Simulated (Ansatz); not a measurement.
## Gd (hcp)

The computed numbers are results of r²SCAN, scalar-relativistic (collinear spin) in the plane-wave PAW code Ansatz at 500 eV, 14×14×8 k-mesh, Gaussian smearing of 0.05 eV; PAW files: Ansatz's generated set soft_2.

```
Gd
1.0
     3.63888    0.00000    0.00000
    -1.81944    3.15137    0.00000
     0.00000    0.00000    5.91265
Gd
2
Direct
  0.33333 0.66667 0.75000
  0.66667 0.33333 0.25000
```

The geometry is fixed. Moments are started on Gd in several ways. Signs follow the order of those atoms. q is the propagation vector of an order in a doubled cell, in units of this cell's reciprocal vectors; doubled cells take an equivalent mesh or are counted from a ferromagnetic run in the same cell, unless said otherwise. Energies count from the first row, the state in which the cell was relaxed.

The starts:
- ferromagnetic
- no spin polarisation
- antiferromagnetic in the cell, signs +-
- antiparallel, q = (0, 0, 1/2), signs ++--

(1) Which start ends lowest?

Answer:

(1) Lowest: ferromagnetic.

```csv
start,largest typed moment (μB),ΔE (meV/atom),gap on the mesh (eV),P (GPa),final spin moments (μB)
ferromagnetic,8.34*,0.0,metal,0.0,Gd 7.58
no spin polarisation,0.00,8041.8,metal,1.3,none
"antiferromagnetic in the cell, signs +-",7.00,63.3,metal,-0.2,"Gd 7.56, -7.56"
"antiparallel, q = (0, 0, 1/2), signs ++--",7.00,10.3,metal,0.2,"Gd 7.62, -7.62"
```

A star marks runs that didn't start from the typed moments alone: the program put its own moment for the open shell in their place.

1 further start is left out (unconverged or without a whole record).

The program noted a lower state or an instability beside: antiferromagnetic in the cell, signs +-; antiparallel, q = (0, 0, 1/2), signs ++--. The lower rows of the table may be what it saw.

The atoms aren't at rest in: antiparallel, q = (0, 0, 1/2), signs ++-- (forces up to 0.18 eV/Å), so relaxing would lower that row.

The cell was relaxed in the state of the first row, and its shape doesn't suit: antiferromagnetic in the cell, signs +- (uneven stress of 1.4 GPa).

The row without spin polarisation prices the pairing of the open shell's electrons, not a magnetic ordering energy.

Only orders that fit these small cells were tried, so the real crystal's order may be another.

Without a U the 4f levels of Gd lie too near the Fermi level, so their share of the states there, and what hangs on it, is overstated. No spin–orbit coupling, a notable omission for heavy elements. Site moments are of spin, integrated over atomic spheres.

The state of the open shells isn't shown to be the lowest.
